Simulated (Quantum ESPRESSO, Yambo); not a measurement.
For TiO$_{2}$ (space group Pnma, No. 62), Yambo gives the independent-particle static dielectric constant along x as 4.8 on LDA bands and 3.82 after a scissor of 2.07 eV widens every gap (4×4×2 mesh, 168 bands, 3 Ry local-field block, 0.2 eV broadening). Axes are Cartesian, with cell vectors (Å) (5.99, 0.00, 0.00), (0.00, 3.77, 0.00), (0.00, 0.00, 9.07).

Q: A scissor keeps the position matrix elements. In a one-oscillator model, how does ε − 1 scale, and what mean transition energy do the two values imply?

A: Each transition adds |r|²/E to ε − 1, so ε − 1 ∝ 1/(E0 + Δ). Then (3.82 − 1)/(4.8 − 1) = E0/(E0 + Δ) = 0.742, and E0 = Δ(ε' − 1)/(ε − ε') = 6.0 eV. The computed Im ε, weighted by 1/E up to 20 eV, has its mean at 6.2 eV; the smallest direct LDA gap is 3.11 eV. The scissor comes from a G0W0 run whose convergence isn't established. Convergence of the RPA response with its 4×4×2 mesh was not tested.

Bands from Quantum ESPRESSO.

Geometry of the Materials Project entry, not relaxed at this level; primitive cell a = 5.9868 Å, b = 3.7730 Å, c = 9.0732 Å, α = 90.00°, β = 90.00°, γ = 90.00°.

This is not the ordinary phase of the substance.
